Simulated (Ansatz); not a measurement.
TiNF:
```
TiNF
1.0
    3.04903     0.00000     0.00000
    0.00000     3.92434     0.00000
    0.00000     0.00000     5.75011
Ti N F
2 2 2
Direct
  0.50000   0.00000   0.85809
  0.00000   0.50000   0.14191
  0.50000   0.50000   0.91923
  0.00000   0.00000   0.08077
  0.00000   0.00000   0.62717
  0.50000   0.50000   0.37283
```

x, y and z are the axes in which the lattice vectors are written.

**Question.** Give the high-frequency dielectric tensor and the Born effective charge tensors of the independent atoms from DFPT, the program Ansatz at the r²SCAN+D4 level (PAW).

**Answer.** 
ε∞:
```
8.69  0.00  0.00
0.00  11.1  0.00
0.00  0.00  3.14
```
Z* of atom 1 (Ti), rows: field, columns: displacement, in e:
```
7.00  0.00  0.00
0.00  6.86  0.00
0.00  0.00  2.52
```
Z* of atom 3 (N), rows: field, columns: displacement, in e:
```
-4.76   0.00   0.00
 0.00  -6.05   0.00
 0.00   0.00  -1.05
```
Z* of atom 5 (F), rows: field, columns: displacement, in e:
```
-2.24   0.00   0.00
 0.00  -0.81   0.00
 0.00   0.00  -1.47
```

Static charges for comparison (Bader): Ti1 +2.20, N3 -1.47, F5 -0.74 e. Born charges measure polarisation by displacement and can exceed these by far.

Space group Pmmn. The workflow started from a Materials Project entry (that database holds measured and hypothetical structures alike); the Crystallography Open Database copy checked does not list it. Its standing as an ambient phase is unchecked. The r²SCAN+D4 relaxation kept the symmetry of its start; whether a distortion lowers the energy is not shown. The run is not spin-polarised.

Potentials: the later of the program's two PAW sets.
